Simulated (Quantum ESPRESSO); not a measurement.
## Band energies of SnO$_{2}$

```
SnO2
1.0
    4.76482     0.00000     0.00000
    0.00000     4.76482     0.00000
    0.00000     0.00000     3.20750
O Sn
4 2
Cartesian
  0.92452   3.84030   1.60375
  3.84030   0.92452   1.60375
  3.30693   3.30693   0.00000
  1.45789   1.45789   0.00000
  2.38241   2.38241   1.60375
  0.00000   0.00000   0.00000
```

PBEsol (pw.x of Quantum ESPRESSO, ONCV potentials, with spin-orbit coupling); path ΓXMΓZRAZ,XR,MA; energies in eV from the valence-band maximum.

| k (1/Å) | point | band 52 | band 53 | band 54 | band 55 | band 56 | band 57 | band 58 | band 59 |
|---|---|---|---|---|---|---|---|---|---|
| 0.00 | Γ | 0.00 | 0.96 | 0.96 | 5.88 | 5.88 | 5.94 | 5.94 | 6.14 |
| 0.66 | X | -0.64 | 4.15 | 4.15 | 4.15 | 4.15 | 6.81 | 6.81 | 6.81 |
| 1.32 | M | -0.89 | 4.56 | 4.56 | 4.56 | 4.56 | 7.23 | 7.23 | 7.23 |
| 2.06 |  | -0.10 | 1.51 | 1.51 | 5.66 | 5.66 | 6.13 | 6.13 | 6.28 |
| 2.25 | Γ | 0.00 | 0.96 | 0.96 | 5.88 | 5.88 | 5.94 | 5.94 | 6.14 |
| 2.64 |  | -0.32 | 2.90 | 2.90 | 6.49 | 6.49 | 7.39 | 7.39 | 7.61 |
| 3.23 | Z | -1.25 | 5.87 | 5.87 | 5.87 | 5.87 | 9.41 | 9.41 | 9.41 |
| 3.89 | R | -0.74 | 6.14 | 6.14 | 6.15 | 6.15 | 7.56 | 7.56 | 7.88 |
| 4.38 |  | -0.87 | 4.69 | 4.69 | 4.72 | 4.72 | 8.56 | 8.56 | 8.63 |
| 4.55 | A | -0.82 | 4.54 | 4.54 | 4.54 | 4.54 | 8.62 | 8.62 | 8.62 |
| 5.02 |  | -1.03 | 5.34 | 5.34 | 5.88 | 5.88 | 7.71 | 7.71 | 9.62 |
| 5.48 | Z | -1.25 | 5.87 | 5.87 | 5.87 | 5.87 | 9.41 | 9.41 | 9.41 |
| 5.48 | X | -0.64 | 4.15 | 4.15 | 4.15 | 4.15 | 6.81 | 6.81 | 6.81 |
| 5.81 |  | -0.74 | 4.74 | 4.74 | 4.75 | 4.75 | 7.73 | 7.73 | 7.73 |
| 6.46 | R | -0.74 | 6.14 | 6.14 | 6.15 | 6.15 | 7.56 | 7.56 | 7.88 |
| 6.46 | M | -0.89 | 4.56 | 4.56 | 4.56 | 4.56 | 7.23 | 7.23 | 7.23 |
| 6.79 |  | -0.88 | 4.77 | 4.77 | 4.77 | 4.77 | 7.94 | 7.94 | 7.94 |
| 7.44 | A | -0.82 | 4.54 | 4.54 | 4.54 | 4.54 | 8.62 | 8.62 | 8.62 |

The PBEsol gap is direct, 0.96 eV at Γ.

Geometry of the Materials Project entry, not relaxed at this level.
